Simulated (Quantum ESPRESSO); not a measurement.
Be4TeSe3 (changed cell): field gradients at the nuclei

```
CELL_PARAMETERS angstrom
      5.31253     0.00000     0.00000
      0.00000     5.31253     0.00000
      0.00000     0.00000     5.31253
ATOMIC_POSITIONS crystal
  Be 0.98988 0.98988 0.01012
  Te 0.25000 0.25000 0.75000
  Be 0.98988 0.51012 0.48988
  Se 0.25000 0.75000 0.25000
  Be 0.51012 0.98988 0.48988
  Se 0.75000 0.25000 0.25000
  Be 0.51012 0.51012 0.01012
  Se 0.75000 0.75000 0.75000
```
The cell was made here from a computed Materials Project entry: one of 4 Se replaced by Te, cell and atoms relaxed (PBE without dispersion, pw.x of a modified build of Quantum ESPRESSO, symmetry kept). The parent is BeSe in F-43m; whether this form has been observed was not checked. The swapped cell is a model, not a known phase. Stability against distortions was not tested.

Computed: field gradients by the PAW reconstruction of the field gradient on a scalar-relativistic PBE ground state (Quantum ESPRESSO, JTH datasets), 20 Ha, k-mesh 5×5×5 through Γ.

| site | site symmetry | Vzz (10²¹ V/m²) | η_Q | ∣C_Q∣ (MHz) |
|---|---|---|---|---|
| Be (atoms 1, 3, 5, 7) | 3m | under 0.2 | – | under 0.25 (⁹Be) |
| Te (atom 2) | -43m | 0 | – | – |
| Se (atoms 4, 6, 8) | -42m | 3.95 | 0.00 | – |

Quadrupole moments taken as inputs (sizes, barn, from the tables of PySCF and pymatgen): ⁹Be 0.0529.

Convention: |Vzz| is the largest principal value, η_Q = (Vxx − Vyy)/Vzz, |C_Q| = |eQVzz/h|. Cores are frozen. Se had no test against all-electron runs. Static lattice: thermal averaging is not included.
